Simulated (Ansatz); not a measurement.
Space group Cmmm (No. 65). a = 8.742 Å, b = 12.363 Å, c = 4.371 Å, α = 90.00°, β = 90.00°, γ = 90.00°
```tsv
atom	site	symmetry	x	y	z
Sn	2a	mmm	0.0000	0.0000	0.0000
Pb	4f	..2/m	0.2500	0.2500	0.5000
Pb	2b	mmm	0.5000	0.0000	0.0000
Se	4i	m2m	0.5000	0.7473	0.0000
Se	4h	2mm	0.7553	0.0000	0.5000
```

Equation of state of this SnPb3Se4 structure (not necessarily the ground state), with shape and atoms relaxed at each volume where symmetry leaves them free. The calculation used DFT PBE, scalar-relativistic, plane waves, PAW (Ansatz 0.2.0).

Cutoff 420 eV; k points 6×6×8 on the computed 8-atom cell (Γ-centred); Gaussian smearing, width 0.10 eV; no spin polarisation.

```csv
V (Å³/atom),E − E(largest V) (meV/atom),P (GPa),gap on mesh (eV)
25.984,40.77,7.87,0.05
26.869,4.27,5.40,0.00
27.755,-19.60,3.29,0.02
28.641,-32.67,1.50,0.02
29.527,-36.62,-0.02,0.00
30.413,-32.85,-1.31,0.11
31.298,-22.47,-2.42,0.20
32.479,0.00,-3.64,0.31
```

Problem. Fit a third-order Birch–Murnaghan equation, E = E0 + (9V0B0/16)·[(x − 1)³B0' + (x − 1)²(6 − 4x)] with x = (V0/V)^(2/3), to E(V).

Solution. V0 = 29.51 Å³/atom, B0 = 47 GPa, B0' = 4.4.

Spin-orbit coupling is left out, which matters for the bands of heavy elements.

The cell was found from a structure generator's guess, not taken from experiment.
